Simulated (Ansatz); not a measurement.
**Competing spin states in NaCrSi2O6**

```xyz
20
Lattice="4.7750 -4.3560 0.0000 4.7750 4.3560 0.0000 -1.5801 0.0000 5.0297" Properties=species:S:1:pos:R:3 pbc="T T T"
Na    4.3800   -1.7354    1.2574
Na    3.5900    1.7354    3.7722
Cr    4.3800    3.5510    1.2574
Cr    3.5900   -3.5510    3.7722
Si    2.4209    0.7998    1.1734
Si    6.3390    0.7998    1.3414
Si    5.5490   -0.7998    3.8562
Si    1.6309   -0.7998    3.6882
O     3.3617    0.0915    0.0332
O     5.3983    0.0915    2.4816
O     4.6083   -0.0915    4.9965
O     2.5716   -0.0915    2.5480
O     2.9572    2.2503    1.5275
O     5.8028    2.2503    0.9873
O     5.0128   -2.2503    3.5021
O     2.1672   -2.2503    4.0423
O     0.8716    0.6891    0.6911
O     7.8884    0.6891    1.8238
O     7.0983   -0.6891    4.3386
O     0.0816   -0.6891    3.2059
```

Method: r2SCAN in Ansatz 0.2.0, PAW datasets, plane waves to 500 eV, 4×4×4 Γ-centred mesh, fermi-dirac occupations of width 0.050 eV. The atoms are fixed and numbered as listed; spin is collinear, without spin-orbit coupling.

The cycle has several fixed points for this cell. Moments (μB):

```tsv
state	Cr3	Cr4	other atoms together	size of the net moment a cell
A	2.40	2.40	0.11	6.00
B	2.39	-2.39	0.00	0.00
C	0.00	0.00	0.00	0.00
```

Site moments are taken in small spheres that don't touch (radius about 0.4 of the atom's shortest bond), so those of the magnetic atoms read low, and they needn't add up to the net moment. State C was run without spin polarisation.

Q: Rank the states by energy at zero smearing.

A: State A (parallel moments) comes first by a margin too small to trust; B (antiparallel, compensated) lies 0.2 meV above it, C (without moments) lies 291 meV above it, all counted an atom of the cell. The two lowest differ by only 1.5 meV for each atom with a column above, which mesh or functional could overturn.

Q: Which states have a gap on the mesh, and what pressure does each exert on this cell?

A: A: gap 2.94 eV, 1.2 GPa; B: gap 3.27 eV, 1.1 GPa; C: no gap, -0.5 GPa (positive in compression).

Q: What does magnetism gain here?

A: 291 meV an atom of the cell, or 2913 meV for each Cr atom, against state C, which has none. A run without spin would miss this and give wrong energies and forces. That state isn't the paramagnet, which keeps its moments, so this is no ordering energy.

The cell is that of a Crystallography Open Database entry, unchanged.

Caveats: only orders that fit this cell and collinear spins were tried, so the true order may need a larger cell or canted moments; atoms and cell are not relaxed, and each state would relax in its own way; semilocal functionals without U often misplace the states of 3d oxides, halides and chalcogenides; the k mesh is coarse, so differences of a few meV are uncertain where a state is a metal; one start a pattern, so a lower state of the same pattern may exist.
